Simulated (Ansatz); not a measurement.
Values for one crystal, relaxed and computed with DFT-r²SCAN in the program Ansatz with PAW potentials; other levels are named.

```yaml
volume_per_atom: 28.47 Å³
band_gap: 5.92 eV (direct)
hole_effective_mass: 2.0, 2.0, 2.4 mₑ (principal values)
conduction_band_minimum: at Γ
Pressure derivative B′: 4.8
Bulk modulus (Birch–Murnaghan fit): 35.3 GPa
HSE06 gap on the r²SCAN cell: 6.90 eV
```

Task: Which of these materials gives this?
A. CaZn2Sb2, P-3m1 (Zn on 2d, Ca on 1a, Sb on 2d)
B. CaCl2, rutile
C. ZrO2, rutile
D. LiCl, rock salt

Result: B, CaCl2, rutile

Space group P4_2/mnm (rutile). The workflow started from a Materials Project entry (that database holds measured and hypothetical structures alike); the Crystallography Open Database copy checked does not list it. COD files the formula under space group No. 58. Its standing as an ambient phase is unchecked. The r²SCAN relaxation kept the symmetry of its start; its stability against distortions is not shown here.

Potentials: the later of the program's two PAW sets.
